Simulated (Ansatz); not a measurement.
A relaxed cell of Zr3TiN4 is given with its symmetry left out. The cell was found from a structure generator's guess, not taken from experiment.

The calculation used DFT PBE, scalar-relativistic, plane waves, PAW (Ansatz 0.2.0). Cutoff 420 eV, Γ-centred mesh, Gaussian smearing, no spin polarisation.

```yaml
crystal:
  lattice:
    - [3.20393, 0.00000, 0.00000]
    - [0.00000, 3.20393, 0.00000]
    - [0.00000, 0.00000, 9.03306]
  atoms:
    - { symbol: Zr, position: [0.00000, 0.00000, 0.74163] }
    - { symbol: Zr, position: [0.00000, 0.00000, 0.25837] }
    - { symbol: Zr, position: [0.50000, 0.50000, 0.00000] }
    - { symbol: Ti, position: [0.50000, 0.50000, 0.50000] }
    - { symbol: N, position: [0.00000, 0.00000, 0.50000] }
    - { symbol: N, position: [0.50000, 0.50000, 0.25725] }
    - { symbol: N, position: [0.00000, 0.00000, 0.00000] }
    - { symbol: N, position: [0.50000, 0.50000, 0.74275] }
```

Energies over the elements count from the elements' standard structures at the same level (N₂ as a molecule), with no fitted energy shifts.

Q: What space group does it have?

A: P4/mmm (No. 123), with Zr and Ti ordered on rock salt sites. Conventional cell: a = 3.204 Å, c = 9.033 Å. Around Zr on a site of symmetry 4mm lie 6 N at 2.18–2.33 Å, 4 Ti at 3.15 Å and 8 Zr at 3.20–3.25 Å; Zr on a site of symmetry 4/mmm has 6 N at 2.27–2.32 Å and 12 Zr at 3.20–3.25 Å; Ti has 6 N at 2.19–2.27 Å and 8 Zr at 3.15 Å; around N on a site of symmetry 4/mmm lie 2 Zr at 2.18 Å and 4 Ti at 2.27 Å; 2 more sites not described.

Q: What is its formation energy per atom?

A: −1.68 eV/atom. Whether it is stable depends on the other phases of the system, which aren't compared here.

Q: Is it a metal?

A: Yes, bands cross the Fermi level on the 12×12×4 mesh.

The last run used a 12×12×4 mesh (in the run's order of axes) for its 8-atom cell and Gaussian smearing of 0.10 eV. Symmetry constrained the relaxation, so the result can be a saddle point.
